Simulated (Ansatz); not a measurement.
Consider the following.

CsHgBr3:
```xyz
5
Lattice="5.5316 0.0000 0.0000 0.0000 5.5316 0.0000 0.0000 0.0000 5.5316" Properties=species:S:1:pos:R:3 pbc="T T T"
Cs     0.0000     0.0000     0.0000
Hg     2.7658     2.7658     2.7658
Br     0.0000     2.7658     2.7658
Br     2.7658     0.0000     2.7658
Br     2.7658     2.7658     0.0000
```

This is the PBEsol-relaxed structure.

All from plane-wave PAW PBEsol (Ansatz code), unless another level is named. Estimate the electronic character.

metallic (no gap).

Predict the density of states at the Fermi level.

0.16 states/eV per atom (mean over ±0.08 eV).

Predict the formation energy from the elements (no fitted shifts).

-1.01 eV/atom.

Space group Pm-3m (cubic perovskite). The workflow started from an entry of the Crystallography Open Database (COD), which files this formula under 2 space groups. Its standing as an ambient phase is unchecked. The cell was relaxed with PBEsol under the symmetry of its start; of distortions, only those at the zone centre were tested. The references are the lowest solids computed at this level, not always the standard phases. Scalar-relativistic: spin–orbit coupling is off unless named, which matters more the heavier the elements.

Potentials: the later of the program's two PAW sets.
